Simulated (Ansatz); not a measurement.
## Data sheet: AgI (DFT)

AgI:
```
AgI
1.0
    4.32632     0.00000     0.00000
   -2.16316     3.74670     0.00000
    0.00000     0.00000    14.38149
Ag I
4 4
Direct
  0.00000   0.00000   0.32365
  0.00000   0.00000   0.82365
  0.66667   0.33333   0.42653
  0.33333   0.66667   0.92653
  0.00000   0.00000   0.01804
  0.00000   0.00000   0.51804
  0.66667   0.33333   0.23177
  0.33333   0.66667   0.73177
```

Space group P6_3mc (No. 186); conventional cell a = 4.326 Å, b = 4.326 Å, c = 14.381 Å, α = 90.00°, β = 90.00°, γ = 120.00°.

Method: plane-wave PAW LDA (Ansatz code). Structure relaxed to zero pressure with the same functional. Other levels are named where they apply.

### Cell and energy

- Volume per atom: 29.14 Å³
- Density: 6.69 g/cm³
- Formation energy from the elements (no fitted shifts): -0.16 eV/atom

### Electronic structure

- Band gap: 1.25 eV (direct)
- Valence-band maximum: at Γ
- Conduction-band minimum: at Γ
- Electron effective mass: 0.15, 0.20, 0.20 mₑ (principal values)
- Hole effective mass, band 1 of 2 at the edge: 5.6 along x, 1.7 along z (mₑ)
- Hole effective mass, band 2 of 2 at the edge: 0.19 along x, 1.7 along z (mₑ)

### Mechanics

- Elastic constants (relaxed ions, GPa) = C11 = 44.0, C12 = 28.5, C13 = 11.7, C33 = 31.5, C44 = 7.2
- Mechanical stability = stable (all eigenvalues of C positive)
- Hill bulk and shear moduli = 23.7 and 8.5 GPa
- Young's modulus = 22.9 GPa
- Poisson's ratio = 0.34
- Debye temperature from the elastic constants = 123 K
- Piezoelectric stress constants (proper, relaxed ions, C/m²) = e15 = e24 = -0.03, e33 = -0.04

### Phonons

- Highest zone-centre frequency (without LO–TO term) = 17.5 meV
- Zone-centre stability = no imaginary mode at Γ
- Dynamical stability on the path = stable (no imaginary branch)
- Zero-point energy = 15.4 meV/atom
- Vibrational entropy at 300 K = 51.8 J/(K·mol of atoms)

The first step of the workflow began from a Materials Project structure, measured or hypothetical. Its sites differ from those of the usual phase in this space group: another stacking or structure type. The LDA relaxation kept the symmetry of its start. No spin polarisation was allowed. A crystal of weakly bound layers computed without a dispersion correction: the cell and the soft elastic constants depend strongly on that. Signs of piezoelectric constants follow the polarity of the cell as given. The references are the lowest solids computed at this level, not always the standard phases. Scalar-relativistic: spin–orbit coupling is off unless named, which matters more the heavier the elements.

Potentials: the later of the program's two PAW sets.
